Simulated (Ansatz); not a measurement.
What DFT gives for LiLaO$_{3}$

```
Li La O
1.0
     2.83849    4.91641    0.00000
    -2.83849    4.91641    0.00000
     0.00000   -3.27761    5.06052
Li La O
2 2 6
Direct
  0.28080 0.28080 0.84240
  0.78080 0.78080 0.34240
  0.00090 0.00090 0.00270
  0.50090 0.50090 0.50270
  0.11927 0.36370 0.20940
  0.72643 0.11927 0.20940
  0.36370 0.72643 0.20940
  0.22643 0.86370 0.70940
  0.86370 0.61927 0.70940
  0.61927 0.22643 0.70940
```

Method: r2SCAN, no spin polarisation; PAW, plane waves to 500 eV, 7×7×7 Γ-centred mesh, fermi-dirac occupations (width 0.1 eV) (Ansatz 0.2.0), atoms fixed.

(1) Is there a gap?

(2) What do density and ELF say about some of the short contacts?

(3) What is the formation energy?

(4) Which element gives electrons and which takes them?

Origin: a known structure type with other elements, at an estimated volume, so it need not be a known compound. Caveats: many states at the Fermi level without spin polarisation, so a magnetic state may lie lower; f levels without a U or exact exchange are poorly placed.

Answers

(1) It is a metal, with about 6.6 states/eV a cell as the mean within 0.25 eV of the Fermi level, mostly O p (80 %).

(2) La–O at 2.10 Å: least valence density 0.79 e/Å³ and ELF 0.33 there. Li–O at 2.25 Å: least valence density 0.09 e/Å³ and ELF 0.01 there. Both are smooth PAW fields, read partly inside the augmentation spheres.

(3) -1.74 eV an atom against the elements' usual phases (free molecules for gases, crystals otherwise, with no correction for O₂ or N₂), so it is bound against them; other compounds may still compete. Relaxing would lower it.

(4) Bader charges in e: Li +0.92, La +2.19, O -1.04. In the mean La gives up most and O takes most.
